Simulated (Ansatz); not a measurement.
The relaxed structure here is a generated cell of V3Si: the first start was made by a random draw of sites in a space group, and the end was not matched to a known phase here, so it may be hypothetical. Known forms of V3Si include space group No. 223.

One stationary structure of V3Si. Space group P6/mmm (No. 191). Calculation: PBE (plane waves to 420 eV, PAW, scalar-relativistic; Ansatz, a program for electronic structure).

```xyz
4
Lattice="4.9435 0.0000 0.0000 -2.4718 4.2812 0.0000 0.0000 0.0000 2.4922" Properties=species:S:1:pos:R:3 pbc="T T T"
Si     0.0000     0.0000     1.2461
V      2.4718     0.0000     0.0000
V     -1.2359     2.1406     0.0000
V      1.2359     2.1406     0.0000
```

| Quantity | Result |
|---|---|
| Volume per atom | 13.19 Å³ |
| Band gap | zero (metallic) |
| Magnetic moment | zero (the starting moments vanished) |
| Shortest distances | V–V 2.47 Å; Si–Si 2.49 Å; Si–V 2.77 Å |
| k-mesh | 11×11×19 |

No spin polarisation in the result: the starting moments vanished. The relaxed primitive cell holds an odd number of electrons. A magnetic state may lie lower.

The run could not lose the symmetry of its start: the end is stationary, and may be a saddle point rather than a minimum.

All atoms sit on sites fixed by symmetry, so only the cell could relax.
